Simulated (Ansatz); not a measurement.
W (fcc, Cu type)

```
W
1.0
    0.00000     1.99880     1.99880
    1.99880     0.00000     1.99880
    1.99880     1.99880     0.00000
W
1
Direct
  0.00000   0.00000   0.00000
```

This relaxed cell (volume V₀) is scaled evenly in all directions, its shape held. Symmetry pins the atoms to their sites.

These are PBEsol (plane waves to 420 eV, PAW, scalar-relativistic; Ansatz, a program for electronic structure) values and carry that method's errors. k mesh 20×20×20 (Γ-centred), Fermi-Dirac smearing 0.05 eV. E stands for the smeared free energy. Compression counts positive. Spin-orbit coupling is left out, though W is heavy. This is one of several known forms of W; the measured ambient cells at hand have space group No. 229. W is run without spin polarisation. W was relaxed with its symmetry unable to fall. ΔE is measured from the relaxed starting cell. The last digit holds for this mesh only.

```tsv
V (Å³/atom)	ΔE (meV/atom)
15.013	59.3
15.252	32.5
15.492	14.1
15.732	3.4
15.971	0.0
16.211	3.3
16.450	12.8
16.690	withheld
16.929	48.7
```

Fit a third-order Birch-Murnaghan form (E₀, V₀, B₀, B₀′ free) to the given rows and predict ΔE at V = 16.690.

Least squares on the 8 given rows: ΔE = E₀ + (9V₀B₀/16)·y²·[2 + (B₀′ − 4)y], y = (V₀/V)^(2/3) − 1, with V₀ = 15.970 Å³/atom, B₀ = 298.8 GPa (160.2 GPa = 1 eV/Å³; the term in eV is multiplied by 1000), B₀′ = 3.98, E₀ = 0.01 meV/atom; root-mean-square residual 0.03 meV/atom. At 16.690 the fit gives 28.1 meV/atom; the calculation gives 28.1 meV/atom, the same to the digits shown. For the pressure the fit gives -12.1 GPa against the computed -12.0 GPa.

(A scan under strain: stresses follow from slopes of the energy per volume, elastic moduli from its curvatures.)
